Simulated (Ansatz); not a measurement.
**Lattice dynamics of Cs**

Cs in the bcc lattice, relaxed with PBE.

```
Cs
1.0
    -3.08000    3.08000    3.08000
     3.08000   -3.08000    3.08000
     3.08000    3.08000   -3.08000
Cs
1
Direct
  0.00000 0.00000 0.00000
```

Settings of the Ansatz calculation: PBE; all-electron PAW datasets (no frozen core) at 190 eV; k mesh 8×8×8; Fermi–Dirac smearing of 0.1 eV; no spin. Harmonic phonons by finite displacements in cells commensurate with each q, in cm⁻¹; i marks an unstable mode.

Caveats: coarse k mesh.

(1) Give all 3 branches at q = (0.5, -0.5, 0.5) and q = (0, 0, 0.5) (reciprocal cell vectors).

Results:

(1) q = (0.5, -0.5, 0.5): 33 (×3). q = (0, 0, 0.5): 7, 22, 35.

Time of the run on a server CPU (model not recorded), shared host: about 49 s of wall time (2.8 cores busy on average), 0.93 GiB of host memory.
